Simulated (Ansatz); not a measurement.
Put Ti₂B₂Os in P6/mmm (No. 191): Ti on 2d; B on 2c; Os on 1a.

All numbers below come from DFT PBE, scalar-relativistic, plane waves, PAW in Ansatz. Cutoff 420 eV, Γ-centred mesh, Gaussian smearing, collinear spin.

Energies over the elements count from the elements' standard structures at the same level, with no fitted energy shifts.

Question: Give the relaxed lattice parameters and positions.

Answer:

Space group P6/mmm (No. 191). a = 3.986 Å, b = 3.986 Å, c = 4.369 Å, α = 90.00°, β = 90.00°, γ = 120.00°
```csv
atom,site,symmetry,x,y,z
Ti,2d,-6m2,0.3333,0.6667,0.5000
B,2c,-6m2,0.3333,0.6667,0.0000
Os,1a,6/mmm,0.0000,0.0000,0.0000
```

Ti is surrounded by 2 B at 2.18 Å, 3 Ti at 2.30 Å, 6 B at 3.17 Å and 6 Os at 3.17 Å; B has 2 Ti at 2.18 Å, 3 Os at 2.30 Å and 3 B at 2.30 Å; Os has 6 B at 2.30 Å and 12 Ti at 3.17 Å. Another local minimum with the same sites may exist.

Question: And its energy and gap?

Answer: The formation energy is +0.72 eV/atom, the gap on the 12×12×8 mesh of the 5-atom cell is 0 eV (a metal) and the net moment per atom is 0.26 μB. The moment by site is Ti 0.4 (×2) μB. The separate elements lie lower, so it is unstable against them.

The last run used collinear spin and Gaussian smearing of 0.10 eV. Spin–orbit coupling, which can matter for Os, is left out. Another magnetic order may lie lower. A structure relaxed within its symmetry needn't be a true minimum. Another cell of Ti2B2Os relaxed alike but without spin, in P-3m1, lies 0.97 eV/atom lower, so this cell isn't the stable form at this level. Site moments count only spheres around the atoms; the net moment includes the space between them.
